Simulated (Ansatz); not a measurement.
CsCaBr3:
```yaml
crystal:
  lattice:
    - [5.70826, 0.00000, 0.00000]
    - [0.00000, 5.70826, 0.00000]
    - [0.00000, 0.00000, 5.70826]
  atoms:
    - { symbol: Cs, position: [0.00000, 0.00000, 0.00000] }
    - { symbol: Ca, position: [0.50000, 0.50000, 0.50000] }
    - { symbol: Br, position: [0.50000, 0.00000, 0.50000] }
    - { symbol: Br, position: [0.00000, 0.50000, 0.50000] }
    - { symbol: Br, position: [0.50000, 0.50000, 0.00000] }
```

Relaxed with r²SCAN.

**Question.** Give the Bader charges and basin volumes of the independent atoms, r²SCAN (plane waves, PAW; program Ansatz).

**Answer.** 

```
atom  Bader charge (e)  Bader volume (Å³)
----  ----------------  -----------------
Cs1              +0.88               42.4
Ca2              +1.56               13.4
Br3              -0.82               43.0
```

Space group Pm-3m (cubic perovskite). The workflow started from a Materials Project entry (that database holds measured and hypothetical structures alike); the Crystallography Open Database copy checked does not list it. Whether it is the stable phase at ambient conditions was not checked. The cell was relaxed with r²SCAN under the symmetry of its start; phonons show weakly imaginary modes. Scalar-relativistic: spin–orbit coupling is off unless named, which matters more the heavier the elements.

Potentials: the later of the program's two PAW sets.
